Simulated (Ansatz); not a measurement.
Cd (hcp, Mg type)

```
CELL_PARAMETERS angstrom
      3.01593     0.00000     0.00000
     -1.50796     2.61187     0.00000
      0.00000     0.00000     5.82164
ATOMIC_POSITIONS crystal
  Cd 0.33333 0.66667 0.75000
  Cd 0.66667 0.33333 0.25000
```

In this cell atom 2 (Cd, nearest neighbour Cd at 3.016 Å; its periodic images, 3.0 Å or more away, move with it) is moved by u·(0.707, 0.707, 0.000) + v·(0.000, 0.000, 1.000); the rest is frozen.

Calculation: PBE (plane waves to 420 eV, PAW, scalar-relativistic; Ansatz, a program for electronic structure). k mesh 14×14×7 (Γ-centred), Fermi-Dirac smearing 0.05 eV. With partly filled bands, energies and forces of such displacements shift with the k mesh and the smearing. Fu and Fv are the components of the force on the atom. On this mesh the relaxed cell isn't quite at rest: it carries a pressure of 0.2 GPa (compression positive) at the zero of the scan. Cd was relaxed with its symmetry unable to fall. The PAW data are Ansatz's earlier set. The relaxed volume of Cd is well above the measured one; the method has no dispersion term. 

```csv
Fv (eV/Å),u = -0.750,u = -0.375,u = 0.000,u = 0.375,u = 0.750
v = -0.750,2.78,___,2.02,___,___
v = -0.375,0.82,0.71,0.65,0.74,1.05
v = 0.000,0.00,0.00,0.00,0.00,0.00
v = 0.375,-0.82,-0.71,-0.65,-0.74,-1.05
v = 0.750,-2.78,___,-2.02,___,___
```

Some entries are withheld; supply them.


- v = -0.750, u = -0.375: 2.29
- v = -0.750, u = 0.375: 2.44
- v = -0.750, u = 0.750: 3.85
- v = 0.750, u = -0.375: -2.29
- v = 0.750, u = 0.375: -2.44
- v = 0.750, u = 0.750: -3.85

(For displaced atoms, the force is minus the slope of the energy, and its curvature is a force constant, which sets phonon frequencies.)
